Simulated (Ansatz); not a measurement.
SiO2:
```yaml
crystal:
  lattice:
    - [0.00000, 9.49776, 3.20832]
    - [9.49678, 0.00000, 3.20832]
    - [9.49678, 9.49776, 0.00000]
  atoms:
    - { symbol: Si, position: [0.49408, 0.49408, 0.00592] }
    - { symbol: Si, position: [0.24408, 0.24408, 0.75592] }
    - { symbol: Si, position: [0.84466, 0.90348, 0.49109] }
    - { symbol: Si, position: [0.90348, 0.84466, 0.76077] }
    - { symbol: Si, position: [0.75891, 0.48923, 0.40534] }
    - { symbol: Si, position: [0.48923, 0.75891, 0.34652] }
    - { symbol: Si, position: [0.24895, 0.97925, 0.35646] }
    - { symbol: Si, position: [0.97925, 0.24895, 0.41535] }
    - { symbol: Si, position: [0.89354, 0.83465, 0.00105] }
    - { symbol: Si, position: [0.83465, 0.89354, 0.27075] }
    - { symbol: O, position: [0.62869, 0.64801, 0.76375] }
    - { symbol: O, position: [0.64801, 0.62869, 0.95956] }
    - { symbol: O, position: [0.48625, 0.29044, 0.62131] }
    - { symbol: O, position: [0.29044, 0.48625, 0.60199] }
    - { symbol: O, position: [0.44771, 0.25191, 0.14050] }
    - { symbol: O, position: [0.25191, 0.44771, 0.15988] }
    - { symbol: O, position: [0.10950, 0.09012, 0.80229] }
    - { symbol: O, position: [0.09012, 0.10950, 0.99809] }
    - { symbol: O, position: [0.36910, 0.86908, 0.32078] }
    - { symbol: O, position: [0.86908, 0.36910, 0.44105] }
    - { symbol: O, position: [0.92922, 0.80895, 0.88090] }
    - { symbol: O, position: [0.80895, 0.92922, 0.38092] }
    - { symbol: O, position: [0.09481, 0.85611, 0.59499] }
    - { symbol: O, position: [0.85611, 0.09481, 0.45410] }
    - { symbol: O, position: [0.65501, 0.79590, 0.15519] }
    - { symbol: O, position: [0.79590, 0.65501, 0.39389] }
    - { symbol: O, position: [0.08319, 0.94219, 0.36790] }
    - { symbol: O, position: [0.94219, 0.08319, 0.60672] }
    - { symbol: O, position: [0.88210, 0.64328, 0.16681] }
    - { symbol: O, position: [0.64328, 0.88210, 0.30781] }
```

This is the r²SCAN-relaxed structure.

Problem. All from r²SCAN in the plane-wave PAW code Ansatz, unless another level is named. Give the formation energy from the elements (no fitted shifts).

Solution. -2.96 eV/atom.

Problem. Give the band gap.

Solution. 6.49 eV (direct).

Problem. Give the electron effective mass.

Solution. 0.62 mₑ (isotropic).

Problem. What about the valence-band maximum?

Solution. at Γ.

Space group I-42d. The start of the workflow was typed in or built on a structure type; the Crystallography Open Database copy checked does not list it. It is not the phase usual at ambient conditions (space group No. 92, 152, 154). The cell was relaxed with r²SCAN under the symmetry of its start; whether a distortion lowers the energy is not shown. Point labels and valley counts follow the cell and symmetry of the run, lower than the named group. The references are the lowest solids computed at this level, not always the standard phases (solids in place of the gases).

Potentials: the later of the program's two PAW sets.
